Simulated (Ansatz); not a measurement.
Ansatz (a quantum-chemistry and plane-wave program) input:

Ansatz 0.2 input:
```yaml
crystal:
  lattice:
    - [6.3649585794, 0.0, 0.0]
    - [0.0, 7.4777328047, 0.0]
    - [-2.0312533643, 0.0, 5.940346135]
  atoms:
    - { symbol: Zr, position: [0.0, 0.8303836689, 0.75] }
    - { symbol: Zr, position: [0.0, 0.1696163311, 0.25] }
    - { symbol: Cl, position: [0.7443176612, 0.3664019993, 0.019062072] }
    - { symbol: Cl, position: [0.2556823388, 0.6335980007, 0.980937928] }
    - { symbol: Cl, position: [0.2556823388, 0.3664019993, 0.480937928] }
    - { symbol: Cl, position: [0.7443176612, 0.6335980007, 0.519062072] }
    - { symbol: Cl, position: [0.2268860573, 0.8938322144, 0.4993214505] }
    - { symbol: Cl, position: [0.7731139427, 0.1061677856, 0.5006785495] }
    - { symbol: Cl, position: [0.7731139427, 0.8938322144, 0.0006785495] }
    - { symbol: Cl, position: [0.2268860573, 0.1061677856, 0.9993214505] }
kpoints:
  mp_grid: { grid: [5, 4, 5] }
hamiltonian:
  xc: r2scan
  dispersion: d4
  pseudopotentials: { kind: paw }
scf:
  occupations: { method: fixed }
checkpoint: { read: static.run }
output: { write_density: true, elf: true, volumetric_format: npy }
basis: { fft_grid_basis: typed }
```

Output (shortened):

```
Pseudopotential: Zr, paw, valence charge 12
Pseudopotential: Cl, paw, valence charge 7
Functional definition: r2SCAN
Crystal: 10 atoms, lattice volume = 282.734 Å³
Basis set: ecut = 500 eV, 7177 PW (Γ), exchange–correlation on 192×240×192 points (64 copies of the dense FFT grid, shifted against one another)
Bands: 50, of which v1, the nominal top of the filled ones, is band 40 counted from 1 (39 counted from 0)
Symmetry: 4 space group operations
Space group: P2/c (ITA 13), of the structure as read, at distance tolerance 6.6e-5 Å
k-points: 39 of 100
Stability of the state it starts from, as read at its close in the unpolarized treatment …
iter 1 solved again at ethr=2.57e-7 eV; its pass at ethr=3.10e-3 eV (dr2=2.05e-4 eV) is discarded
SCF iter   1: F=—  HF=-17080.009466 eV  |F-HF|=—  |Δ(HF+E_count)|=         —  Δρ=1.05e-6  dr2=3.51e-9  dr2_τ=1.71e-10  ethr=2.57e-7  ⟨swp⟩=4.1  Hψ=11414  notcnv=0  defer=307
preconditioner: auto → Resta (q_TF=auto, 2.211 Å⁻¹)
SCF iter   2: F=—  HF=-17080.009484 eV  |F-HF|=—  |Δ(HF+E_count)|=   1.82e-5  Δρ=6.26e-7  dr2=1.94e-9  dr2_τ=2.02e-10  ethr=4.38e-12  ⟨swp⟩=12.2  Hψ=8999  notcnv=0
SCF iter   3: F=-17080.009484 eV  HF=-17080.009484 eV  |F-HF|=3.49e-10  |Δ(HF+E_count)|=  2.73e-10  Δρ=3.75e-7  dr2=5.54e-10  dr2_τ=2.83e-11  ethr=2.42e-12  ⟨swp⟩=1.1  Hψ=4372  notcnv=0
WARN: dispersion: an atom stands within reach of a switch of its C6 between two reference coordination numbers of its element …
SCF 1 converged in 3 iterations: F = -17080.009484 eV  dr2 = 5.54e-10
SCF converged after 3 iterations
Free energy (F): -17080.009484 eV
Harris-Foulkes:  -17080.009484 eV  (|F-HF|=3.49e-10)
Internal energy: -17080.009484 eV  (E = F + TS)
E sigma→0 (E₀):  -17080.009484 eV
Fermi energy:    1.239033 eV
--- Per-component energies (eV) ---
  E_band       = -712.816602
  E_kinetic    = 1944.627773
  E_local      = -4764.611681  (includes V_loc(G=0)·N_el)
  E_nonlocal   = 379.671873
  E_hartree    = 1631.656386
  E_xc         = -1143.086468
  E_vxc        = -1497.855162  (∫ρ·V_xc dr)
  E_paw        = -11270.870482  (= ΣΔE_a)
  E_vpaw       = -119.669198  (= ΣTr[D̂ρ^β])
  E_aug_tail   = 0.000318  (compensation charges beyond the density's cutoff)
  E_vtau       = 81.707054  (kinetic-family band-sum trace: ∫τ·v_τ [+ j·A + Jᵃ·Aᵃ] dr)
  E_ewald      = -3855.192657
  E_disp       = -0.783807  (pairwise vdW)
  E_core_change = -1.420738  (= ΣΔE_core)
  E_smearing   =  0.000000  (= −TS)
  E_closure    = 0.000000  (closes the sum)
  Σ components = -17080.009484   (vs F -17080.009484, Δ=0.00e0)
  [band-id]    e_kinetic+e_local+e_nonlocal+2·e_hartree+e_vxc+e_vpaw+e_augmentation_tail+e_vtau = -712.816252   (vs E_band -712.816602, Δ=3.49e-4)
--- Band table (eV; the first three rows and the last of 39) ---
  k-point 0: bands = ["-48.4305", "-48.4276", "-25.7876", "-25.7742", "-25.7717", "-25.7543", "-25.7455", "-25.7357", "-13.1542", "-12.5983", "-12.4972", "-12.4500", "-12.1476", "-12.0033", "-11.9678", "-11.9571", "-2.1336", "-1.9504", "-1.7493", "-1.5320", …
  k-point 1: bands = ["-48.4302", "-48.4279", "-25.7877", "-25.7775", "-25.7696", "-25.7569", "-25.7423", "-25.7351", "-13.0949", "-12.6076", "-12.5411", "-12.4704", "-12.1282", "-12.0036", "-11.9719", "-11.9668", "-1.9810", "-1.8638", "-1.7165", "-1.6065", …
  k-point 2: bands = ["-48.4295", "-48.4286", "-25.7866", "-25.7828", "-25.7659", "-25.7614", "-25.7376", "-25.7351", "-12.9371", "-12.7402", "-12.5466", "-12.5115", "-12.0874", "-12.0406", "-11.9700", "-11.9656", "-1.8870", "-1.8134", "-1.6043", "-1.4095", …
  k-point 38: bands = ["-48.4302", "-48.4279", "-25.7877", "-25.7774", "-25.7697", "-25.7571", "-25.7425", "-25.7350", "-12.9959", "-12.6069", "-12.5494", "-12.5405", "-12.1781", "-11.9980", "-11.9943", "-11.9400", "-1.9801", "-1.6571", "-1.5753", "-1.4808", …
```

Cost: roughly 90 core-seconds on shared cores.

The workflow started from a Materials Project entry (that database holds measured and hypothetical structures alike); the Crystallography Open Database files this formula in space group No. 13, but the cells were not matched. Whether it is the stable phase at ambient conditions was not checked. The r²SCAN+D4 relaxation kept the symmetry of its start; whether a distortion lowers the energy is not shown. The run is not spin-polarised. Scalar-relativistic: spin–orbit coupling is off unless named, which matters more the heavier the elements.

Potentials: the later of the program's two PAW sets.

Ansatz is a plane-wave DFT program.
